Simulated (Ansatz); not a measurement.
This log comes from Ansatz, run on AlB3P4, ordered on the zincblende lattice (R3m) with 8 atoms a cell. The geometry is the r2SCAN minimum.

The cell given to it:
```cif
data_structure
_symmetry_space_group_name_H-M 'P 1'
_symmetry_Int_Tables_number 1
_cell_length_a 11.4218
_cell_length_b 11.4218
_cell_length_c 11.4218
_cell_angle_alpha 16.879
_cell_angle_beta 16.879
_cell_angle_gamma 16.879
_cell_volume 109.57
loop_
_atom_site_label
_atom_site_type_symbol
_atom_site_fract_x
_atom_site_fract_y
_atom_site_fract_z
_atom_site_occupancy
B1 B 0.99392 0.99392 0.99392 1
B2 B 0.25053 0.25053 0.25053 1
B3 B 0.50689 0.50689 0.50689 1
Al1 Al 0.75100 0.75100 0.75100 1
P1 P 0.30881 0.30881 0.30881 1
P2 P 0.56514 0.56514 0.56514 1
P3 P 0.82141 0.82141 0.82141 1
P4 P 0.05230 0.05230 0.05230 1
```

The log, with set-up remarks and timings taken out:
```
scf.n_extra_bands = 6 over 16 filled bands (N_el = 32.0): the run solves 22 bands
Crystal: 8 atoms, lattice volume = 109.574 Å³
Basis set: ecut = 420 eV, 2167 PW (Γ), FFT grids on a1−a3, a2−a3, a3
Bands: 22, of which v1, the nominal top of the filled ones, is band 16 counted from 1 (15 counted from 0)
Symmetry: 6 space group operations
Space group: R3m (ITA 160)
k-points: 65 of 512 (time reversal used)
preconditioner: auto → Resta (q_TF=auto, 2.222 Å⁻¹)  ε∞=5.6  [σ=0.020 eV  ℏωp=20.1 eV]
SCF 1 converged in 7 iterations: F = -4030.078896 eV  dr2 = 4.92e-8
SCF converged after 7 iterations
Free energy (F): -4030.078896 eV
Internal energy: -4030.077734 eV  (E = F + TS)
E sigma→0 (E₀):  -4030.078315 eV
Entropy (-TS):   -0.001162 eV (-0.145 meV/atom)
Fermi energy:    9.121795 eV
--- Forces (eV/Å), atoms counted from 1 ---
  atom   1  B       0.00000      0.00000    -0.02263
  atom   2  B       0.00000      0.00000    -0.03988
  atom   3  B       0.00000      0.00000    -0.05722
  atom   4  Al      0.00000      0.00000      0.22196
  atom   5  P       0.00000      0.00000      0.03411
  atom   6  P       0.00000      0.00000      0.04234
  atom   7  P       0.00000      0.00000      0.09109
  atom   8  P       0.00000      0.00000    -0.26993
--- Stress (GPa, compression-positive) ---
        0.905537       0.000000       0.000000
        0.000000       0.905537       0.000000
        0.000000       0.000000       1.571293
  P = ⅓ Tr σ = 1.1275 GPa (11.275 kbar)
--- Band table (eV; the first three rows and the last of 65) ---
  k-point 0: bands = […, 6.5822, 7.3010, 7.3010, 7.7474, 9.1110, 9.1110, 10.6564, 10.7701, 11.1222, 11.2517, …]
  k-point 1: bands = […, 6.1759, 6.1842, 7.0429, 7.3670, 7.9195, 8.7601, 10.6584, 11.1050, 11.1526, 11.6553, …]
  k-point 2: bands = […, 4.8299, 5.4487, 5.7064, 6.4269, 6.9654, 8.1055, 9.6966, 10.4943, 11.1939, 11.5906, …]
  k-point 64: bands = […, 6.5706, 6.5706, 7.3218, 7.3218, 9.0696, 9.0696, 10.6953, 10.9523, 11.3785, 11.4147, …]
```

**Question.** Which of these blocks stood in the input: relax, gw, phonons, dielectric, magnetization (spin_orbit)?

**Answer.** None of them. A single point prints forces and stress when the output block asks for them.

**Question.** Which k mesh was typed?

**Answer.** 8×8×8, Γ-centred.

**Question.** How were the bands filled?

**Answer.** With smearing of width σ = 0.02 eV (Fermi-Dirac in this run).

**Question.** Which functional?

**Answer.** PBE. There is no exchange loop, so no exact exchange. The compression on the r2SCAN cell fits PBE, which tends to larger cells. The lines shown narrow the functional down without fixing it; this is the one that was run.

The PBE gap is indirect, 0.02 eV (Γ to F), below the direct gap of 1.42 eV at k = (1/4, 1/4, -1/2). (This is within a few times the smearing of 0.02 eV, so the filling near the edges can be smeared.)

Run as `ansatz run input.yaml --threads 4 --pin off --max-ram 6451MiB --backend cpu --events-out ev --progress --plain --runs-dir out`. It took 12 s on 4 threads of Intel(R) Xeon(R) Processor @ 2.50GHz (Skylake/Cascade Lake) (shared host); peak host memory 0.48 GiB.

The cell comes from a prototype generator: it can be a known phase or a hypothetical one. Spin polarisation is off.

Gaps or overlaps of about a tenth of an eV are at the limit of these meshes: between the points read a gap can be smaller or closed.
